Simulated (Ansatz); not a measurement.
Al₂Cu:
Space group I4/mcm (No. 140); a = 5.936 Å, b = 5.936 Å, c = 4.781 Å, α = 90.00°, β = 90.00°, γ = 90.00°

```json
[
 {"atom": "Al", "site": "8h", "symmetry": "m.2m", "x": "0.1595", "y": "0.3405", "z": "0.0000"},
 {"atom": "Cu", "site": "4a", "symmetry": "422", "x": "0.0000", "y": "0.0000", "z": "0.2500"}
]
```
(The calculation used a cell of 6 atoms; values per cell refer to that cell.)

Relaxed with LDA.

Problem. Which orbitals make up the states near the Fermi level in LDA (plane waves, PAW; program Ansatz)?

Solution. Within 0.5 eV of the Fermi level: Al 3p 58 %, Al 3s 24 %, Cu 3d 9 %, outside the projected shells 5 %. Projections are on Löwdin-orthogonalised atomic valence shells; empty p or d shells of many metals are not among them.

Problem. Tabulate the density of states.

Solution. States/eV per cell of 6 atoms, in 0.25 eV bins, energy from the Fermi level.

```tsv
E (eV)	total	Cu 3d	Al 3p	Al 3s
-7.85	1.26	0.06	0.66	0.39
-7.60	1.24	0.08	0.65	0.38
-7.35	1.39	0.11	0.72	0.41
-7.10	1.41	0.15	0.72	0.40
-6.85	1.56	0.20	0.77	0.45
-6.60	1.74	0.29	0.81	0.50
-6.35	1.97	0.44	0.86	0.53
-6.10	2.31	0.71	0.90	0.56
-5.85	3.02	1.31	0.95	0.61
-5.60	5.09	3.16	1.02	0.73
-5.35	5.84	4.41	0.77	0.48
-5.10	6.53	5.27	0.76	0.33
-4.85	7.58	6.10	0.97	0.25
-4.60	8.16	6.95	0.80	0.21
-4.35	17.32	15.68	1.16	0.25
-4.10	11.15	9.97	0.76	0.24
-3.85	5.30	4.21	0.63	0.33
-3.60	7.01	5.65	0.87	0.38
-3.35	7.72	6.26	0.94	0.40
-3.10	3.36	1.65	1.18	0.40
-2.85	2.45	0.85	1.16	0.33
-2.60	2.06	0.64	0.95	0.35
-2.35	2.31	0.56	1.23	0.38
-2.10	2.30	0.52	1.26	0.38
-1.85	2.27	0.53	1.26	0.35
-1.60	1.86	0.32	1.08	0.33
-1.35	1.83	0.24	1.14	0.32
-1.10	1.99	0.22	1.30	0.33
-0.85	2.10	0.22	1.30	0.41
-0.60	2.52	0.29	1.46	0.55
-0.35	2.31	0.24	1.34	0.54
-0.10	2.13	0.19	1.23	0.51
0.15	1.73	0.14	0.99	0.43
0.40	1.64	0.12	0.97	0.38
0.65	1.58	0.10	0.97	0.34
0.90	1.46	0.09	0.90	0.31
1.15	1.57	0.09	0.93	0.35
1.40	1.88	0.12	1.06	0.43
1.65	1.72	0.11	0.89	0.41
1.90	2.05	0.12	0.97	0.49
2.15	2.22	0.12	1.07	0.50
2.40	2.44	0.11	1.19	0.55
2.65	2.88	0.12	1.42	0.66
2.90	2.58	0.09	1.27	0.59
3.15	2.39	0.08	1.18	0.56
3.40	2.42	0.07	1.20	0.56
3.65	2.63	0.07	1.30	0.62
3.90	2.51	0.06	1.23	0.57
4.15	2.36	0.05	1.15	0.52
4.40	2.30	0.05	1.12	0.49
4.65	2.63	0.05	1.31	0.52
```

The cell was relaxed with LDA under the symmetry of its start; of distortions, only those at the zone centre were tested. The run is not spin-polarised. Axis ratios of metals converge slowly with the k-mesh, so a and c are less sure than the volume.

Potentials: the later of the program's two PAW sets.
